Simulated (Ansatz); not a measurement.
Input and steps of a relaxation of cell and atoms on Ga4AsN3 as one 8-atom ordering (Pmm2) on the zincblende lattice (the plane-wave code Ansatz, PBE). It starts from a guessed cell.

```yaml
crystal:
  lattice:
    - [3.1984620565, 0.0, 0.0]
    - [0.0, 6.3969241129, 0.0]
    - [0.0, 0.0, 4.523308419]
  atoms:
    - { symbol: "N", position: [0.0, 0.25, 0.0] }
    - { symbol: Ga, position: [0.5, 0.25, 0.75] }
    - { symbol: "N", position: [0.5, 0.0, 0.5] }
    - { symbol: Ga, position: [0.0, 0.0, 0.25] }
    - { symbol: "N", position: [0.0, 0.75, 0.0] }
    - { symbol: Ga, position: [0.5, 0.75, 0.75] }
    - { symbol: As, position: [0.5, 0.5, 0.5] }
    - { symbol: Ga, position: [0.0, 0.5, 0.25] }
kpoints:
  mp_grid: { grid: [8, 4, 6] }
hamiltonian:
  xc: pbe
scf:
  occupations: { method: fermi_dirac, width: 0.02 }
relax:
  f_tol: 0.005
  cell: {}
```

The trajectory has 14 recorded frames, each with positions in Å and forces in eV/Å. The last, and any step after a large change of cell, is solved on a basis re-selected at its cell; pressure is positive in compression.

Step 1: energy 0.0 meV/atom from step 1, largest force component 10.713 eV/Å, pressure +54.90 GPa
```xyz
8
Lattice="3.1985 0.0000 0.0000 0.0000 6.3969 0.0000 0.0000 0.0000 4.5233" Properties=species:S:1:pos:R:3:forces:R:3 pbc="T T T"
N     0.0000    1.5992    0.0000    0.0000   -0.6355    0.0157
Ga    1.5992    1.5992    3.3925    0.0000   -7.8336    5.3898
N     1.5992    0.0000    2.2617    0.0000    0.0000    0.1747
Ga    0.0000    0.0000    1.1308    0.0000    0.0000   -0.0180
N     0.0000    4.7977    0.0000    0.0000    0.6355    0.0157
Ga    1.5992    4.7977    3.3925    0.0000    7.8336    5.3898
As    1.5992    3.1985    2.2617    0.0000    0.0000   -0.2552
Ga    0.0000    3.1985    1.1308    0.0000    0.0000  -10.7126
```

Step 2: energy -660.9 meV/atom from step 1, largest force component 3.361 eV/Å, pressure +19.23 GPa
```xyz
8
Lattice="3.3113 0.0000 0.0000 0.0000 6.6078 0.0000 0.0000 0.0000 4.6671" Properties=species:S:1:pos:R:3:forces:R:3 pbc="T T T"
N     0.0000    1.5910   -0.0004    0.0000   -0.7146    0.0581
Ga    1.6556    1.5078    3.5918    0.0000   -1.9553    0.8633
N     1.6556    0.0000    2.3223    0.0000    0.0000    0.1857
Ga    0.0000    0.0000    1.1886    0.0000    0.0000    0.5879
N     0.0000    5.0168   -0.0004    0.0000    0.7146    0.0581
Ga    1.6556    5.1000    3.5918    0.0000    1.9553    0.8633
As    1.6556    3.3039    2.3420    0.0000    0.0000    0.7449
Ga    0.0000    3.3039    0.9657    0.0000    0.0000   -3.3614
```

Step 3: energy -780.5 meV/atom from step 1, largest force component 1.098 eV/Å, pressure +5.59 GPa
```xyz
8
Lattice="3.3333 0.0000 0.0000 0.0000 6.7985 0.0000 0.0000 0.0000 4.7969" Properties=species:S:1:pos:R:3:forces:R:3 pbc="T T T"
N     0.0000    1.5739    0.0107    0.0000   -0.1822    0.0050
Ga    1.6666    1.5036    3.6996    0.0000   -0.8502    0.3707
N     1.6666    0.0000    2.4169    0.0000    0.0000    0.0176
Ga    0.0000    0.0000    1.2744    0.0000    0.0000    0.2072
N     0.0000    5.2246    0.0107    0.0000    0.1822    0.0050
Ga    1.6666    5.2949    3.6996    0.0000    0.8502    0.3707
As    1.6666    3.3992    2.4149    0.0000    0.0000    0.1214
Ga    0.0000    3.3992    0.8637    0.0000    0.0000   -1.0976
```

Step 4: energy -799.7 meV/atom from step 1, largest force component 0.278 eV/Å, pressure +0.96 GPa
```xyz
8
Lattice="3.3840 0.0000 0.0000 0.0000 6.8824 0.0000 0.0000 0.0000 4.7910" Properties=species:S:1:pos:R:3:forces:R:3 pbc="T T T"
N     0.0000    1.5628    0.0108    0.0000   -0.0269    0.0080
Ga    1.6920    1.4839    3.7077    0.0000   -0.2290    0.1950
N     1.6920    0.0000    2.4130    0.0000    0.0000    0.0258
Ga    0.0000    0.0000    1.3023    0.0000    0.0000   -0.0741
N     0.0000    5.3196    0.0108    0.0000    0.0269    0.0080
Ga    1.6920    5.3986    3.7077    0.0000    0.2290    0.1950
As    1.6920    3.4412    2.4176    0.0000    0.0000   -0.0798
Ga    0.0000    3.4412    0.8031    0.0000    0.0000   -0.2780
```

Step 5: energy -800.2 meV/atom from step 1, largest force component 0.205 eV/Å, pressure +0.20 GPa
```xyz
8
Lattice="3.3840 0.0000 0.0000 0.0000 6.9188 0.0000 0.0000 0.0000 4.7838" Properties=species:S:1:pos:R:3:forces:R:3 pbc="T T T"
N     0.0000    1.5629    0.0127    0.0000   -0.0554    0.0344
Ga    1.6920    1.4712    3.7232    0.0000    0.1132   -0.2055
N     1.6920    0.0000    2.4180    0.0000    0.0000   -0.0743
Ga    0.0000    0.0000    1.2957    0.0000    0.0000    0.1976
N     0.0000    5.3560    0.0127    0.0000    0.0554    0.0344
Ga    1.6920    5.4476    3.7232    0.0000   -0.1132   -0.2055
As    1.6920    3.4594    2.4082    0.0000    0.0000    0.0669
Ga    0.0000    3.4594    0.7577    0.0000    0.0000    0.1518
```

Step 6: energy -800.8 meV/atom from step 1, largest force component 0.052 eV/Å, pressure -0.05 GPa
```xyz
8
Lattice="3.3783 0.0000 0.0000 0.0000 6.9300 0.0000 0.0000 0.0000 4.7926" Properties=species:S:1:pos:R:3:forces:R:3 pbc="T T T"
N     0.0000    1.5599    0.0158    0.0000    0.0524   -0.0268
Ga    1.6892    1.4798    3.7166    0.0000   -0.0134    0.0301
N     1.6892    0.0000    2.4190    0.0000    0.0000   -0.0001
Ga    0.0000    0.0000    1.3062    0.0000    0.0000   -0.0072
N     0.0000    5.3701    0.0158    0.0000   -0.0524   -0.0268
Ga    1.6892    5.4502    3.7166    0.0000    0.0134    0.0301
As    1.6892    3.4650    2.4168    0.0000    0.0000    0.0016
Ga    0.0000    3.4650    0.7710    0.0000    0.0000   -0.0011
```

Step 7: energy -800.9 meV/atom from step 1, largest force component 0.021 eV/Å, pressure +0.02 GPa
```xyz
8
Lattice="3.3824 0.0000 0.0000 0.0000 6.9164 0.0000 0.0000 0.0000 4.7946" Properties=species:S:1:pos:R:3:forces:R:3 pbc="T T T"
N     0.0000    1.5595    0.0136    0.0000    0.0201   -0.0030
Ga    1.6912    1.4768    3.7201    0.0000    0.0037   -0.0027
N     1.6912    0.0000    2.4189    0.0000    0.0000   -0.0023
Ga    0.0000    0.0000    1.3057    0.0000    0.0000    0.0098
N     0.0000    5.3569    0.0136    0.0000   -0.0201   -0.0030
Ga    1.6912    5.4396    3.7201    0.0000   -0.0037   -0.0027
As    1.6912    3.4582    2.4171    0.0000    0.0000   -0.0175
Ga    0.0000    3.4582    0.7746    0.0000    0.0000    0.0215
```

Step 8: energy -800.9 meV/atom from step 1, largest force component 0.006 eV/Å, pressure +0.03 GPa
```xyz
8
Lattice="3.3871 0.0000 0.0000 0.0000 6.9109 0.0000 0.0000 0.0000 4.7921" Properties=species:S:1:pos:R:3:forces:R:3 pbc="T T T"
N     0.0000    1.5608    0.0127    0.0000   -0.0038    0.0028
Ga    1.6935    1.4771    3.7185    0.0000   -0.0040   -0.0040
N     1.6935    0.0000    2.4168    0.0000    0.0000    0.0050
Ga    0.0000    0.0000    1.3051    0.0000    0.0000    0.0017
N     0.0000    5.3501    0.0127    0.0000    0.0038    0.0028
Ga    1.6935    5.4338    3.7185    0.0000    0.0040   -0.0040
As    1.6935    3.4554    2.4140    0.0000    0.0000   -0.0062
Ga    0.0000    3.4554    0.7782    0.0000    0.0000    0.0020
```

Step 9: energy -800.9 meV/atom from step 1, largest force component 0.003 eV/Å, pressure 0.00 GPa
```xyz
8
Lattice="3.3864 0.0000 0.0000 0.0000 6.9138 0.0000 0.0000 0.0000 4.7920" Properties=species:S:1:pos:R:3:forces:R:3 pbc="T T T"
N     0.0000    1.5611    0.0130    0.0000   -0.0019    0.0001
Ga    1.6932    1.4774    3.7182    0.0000    0.0004   -0.0020
N     1.6932    0.0000    2.4171    0.0000    0.0000    0.0017
Ga    0.0000    0.0000    1.3052    0.0000    0.0000    0.0006
N     0.0000    5.3526    0.0130    0.0000    0.0019    0.0001
Ga    1.6932    5.4364    3.7182    0.0000   -0.0004   -0.0020
As    1.6932    3.4569    2.4140    0.0000    0.0000   -0.0019
Ga    0.0000    3.4569    0.7775    0.0000    0.0000    0.0035
```

Step 10: energy -813.9 meV/atom from step 1, largest force component 0.009 eV/Å, pressure +1.14 GPa
```xyz
8
Lattice="3.3864 0.0000 0.0000 0.0000 6.9138 0.0000 0.0000 0.0000 4.7920" Properties=species:S:1:pos:R:3:forces:R:3 pbc="T T T"
N     0.0000    1.5611    0.0130    0.0000   -0.0042   -0.0024
Ga    1.6932    1.4774    3.7182    0.0000    0.0064   -0.0005
N     1.6932    0.0000    2.4171    0.0000    0.0000   -0.0053
Ga    0.0000    0.0000    1.3052    0.0000    0.0000    0.0046
N     0.0000    5.3526    0.0130    0.0000    0.0042   -0.0024
Ga    1.6932    5.4364    3.7182    0.0000   -0.0064   -0.0005
As    1.6932    3.4569    2.4140    0.0000    0.0000   -0.0028
Ga    0.0000    3.4569    0.7775    0.0000    0.0000    0.0094
```

Step 11: energy -814.1 meV/atom from step 1, largest force component 0.041 eV/Å, pressure -0.07 GPa
```xyz
8
Lattice="3.3984 0.0000 0.0000 0.0000 6.9408 0.0000 0.0000 0.0000 4.8006" Properties=species:S:1:pos:R:3:forces:R:3 pbc="T T T"
N     0.0000    1.5662    0.0125    0.0000    0.0142   -0.0024
Ga    1.6992    1.4833    3.7252    0.0000   -0.0129   -0.0166
N     1.6992    0.0000    2.4216    0.0000    0.0000    0.0218
Ga    0.0000    0.0000    1.3073    0.0000    0.0000    0.0001
N     0.0000    5.3746    0.0125    0.0000   -0.0142   -0.0024
Ga    1.6992    5.4575    3.7252    0.0000    0.0129   -0.0166
As    1.6992    3.4704    2.4191    0.0000    0.0000   -0.0252
Ga    0.0000    3.4704    0.7785    0.0000    0.0000    0.0410
```

Step 12: energy -814.1 meV/atom from step 1, largest force component 0.007 eV/Å, pressure 0.00 GPa
```xyz
8
Lattice="3.3955 0.0000 0.0000 0.0000 6.9409 0.0000 0.0000 0.0000 4.8029" Properties=species:S:1:pos:R:3:forces:R:3 pbc="T T T"
N     0.0000    1.5677    0.0125    0.0000   -0.0010   -0.0009
Ga    1.6978    1.4831    3.7259    0.0000   -0.0001   -0.0044
N     1.6978    0.0000    2.4232    0.0000    0.0000    0.0075
Ga    0.0000    0.0000    1.3067    0.0000    0.0000    0.0008
N     0.0000    5.3731    0.0125    0.0000    0.0010   -0.0009
Ga    1.6978    5.4578    3.7259    0.0000    0.0001   -0.0044
As    1.6978    3.4704    2.4200    0.0000    0.0000    0.0022
Ga    0.0000    3.4704    0.7820    0.0000    0.0000    0.0003
```

Step 13: energy -814.1 meV/atom from step 1, largest force component 0.001 eV/Å, pressure 0.00 GPa
```xyz
8
Lattice="3.3953 0.0000 0.0000 0.0000 6.9403 0.0000 0.0000 0.0000 4.8037" Properties=species:S:1:pos:R:3:forces:R:3 pbc="T T T"
N     0.0000    1.5675    0.0124    0.0000    0.0008    0.0005
Ga    1.6977    1.4830    3.7264    0.0000   -0.0004   -0.0003
N     1.6977    0.0000    2.4240    0.0000    0.0000    0.0013
Ga    0.0000    0.0000    1.3071    0.0000    0.0000   -0.0013
N     0.0000    5.3728    0.0124    0.0000   -0.0008    0.0005
Ga    1.6977    5.4573    3.7264    0.0000    0.0004   -0.0003
As    1.6977    3.4702    2.4204    0.0000    0.0000    0.0005
Ga    0.0000    3.4702    0.7822    0.0000    0.0000   -0.0008
```

Step 14: energy -814.4 meV/atom from step 1, largest force component 0.001 eV/Å, pressure 0.00 GPa
```xyz
8
Lattice="3.3953 0.0000 0.0000 0.0000 6.9403 0.0000 0.0000 0.0000 4.8037" Properties=species:S:1:pos:R:3:forces:R:3 pbc="T T T"
N     0.0000    1.5675    0.0124    0.0000    0.0008    0.0005
Ga    1.6977    1.4830    3.7264    0.0000   -0.0003   -0.0003
N     1.6977    0.0000    2.4240    0.0000    0.0000    0.0011
Ga    0.0000    0.0000    1.3071    0.0000    0.0000   -0.0012
N     0.0000    5.3728    0.0124    0.0000   -0.0008    0.0005
Ga    1.6977    5.4573    3.7264    0.0000    0.0003   -0.0003
As    1.6977    3.4702    2.4204    0.0000    0.0000    0.0005
Ga    0.0000    3.4702    0.7822    0.0000    0.0000   -0.0009
```

The walk took 12 steps, besides SCFs solved again on a fresh basis, and changed the volume by +22.3 %. The last SCF, on a fresh basis, lies 814 meV an atom below the first. Final cell: space group Pmm2 (No. 25), orthorhombic; a = 3.395 Å, b = 6.940 Å, c = 4.804 Å in the conventional setting, 14.15 Å³ an atom. Around N lie 4 Ga at 2.02–2.05 Å; around Ga lie 3 N at 1.97–2.02 Å and 1 As at 2.38 Å; around N lie 4 Ga at 1.97–2.03 Å; around Ga lie 4 N at 2.03 Å; around As lie 4 Ga at 2.36–2.38 Å; around Ga lie 2 N at 2.05 Å and 2 As at 2.36 Å.

Command: `ansatz run input.yaml --threads 4 --pin off --max-ram 6451MiB --backend cpu --events-out ev --progress --plain --runs-dir out`.

Task: What wall time did it need on 4 threads of Arm Neoverse V1, with other jobs on the host, load about 0.5 per core, and how much host memory at the peak?

Result: About 110 s, with a peak of 0.61 GiB.

(Calculated; spin-unpolarised; the phase may be known or hypothetical.)
